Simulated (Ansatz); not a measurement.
Consider the following.

ZnCu:
```cif
data_CuZn
_chemical_formula_sum 'Zn1 Cu1'
_space_group_name_H-M_alt 'Pm-3m'
_space_group_IT_number 221
_space_group_name_Hall '-P 4 2 3'
_cell_length_a 2.90756
_cell_length_b 2.90756
_cell_length_c 2.90756
_cell_angle_alpha 90.000
_cell_angle_beta 90.000
_cell_angle_gamma 90.000
loop_
_atom_site_label
_atom_site_type_symbol
_atom_site_symmetry_multiplicity
_atom_site_Wyckoff_symbol
_atom_site_fract_x
_atom_site_fract_y
_atom_site_fract_z
_atom_site_occupancy
Zn1 Zn 1 b 0.50000 0.50000 0.50000 1
Cu1 Cu 1 a 0.00000 0.00000 0.00000 1
```

This is the PBEsol-relaxed structure.

Question: All from DFT-PBEsol in the program Ansatz with PAW potentials, unless another level is named. Estimate the bulk modulus (Birch–Murnaghan fit).

Answer: 1380 kbar.

Question: Predict the highest zone-centre frequency.

Answer: 211 cm^-1.

The PBEsol relaxation kept the symmetry of its start. No spin polarisation was allowed. As this level gives no gap, phonon frequencies hold no LO–TO term and depend on the k-mesh and smearing (Fermi–Dirac, 0.1 eV here).

Potentials: the earlier of the program's two PAW sets. The files were generated under PBE; for other functionals the program regenerates the frozen cores, and for LDA and PBEsol the local potential too.
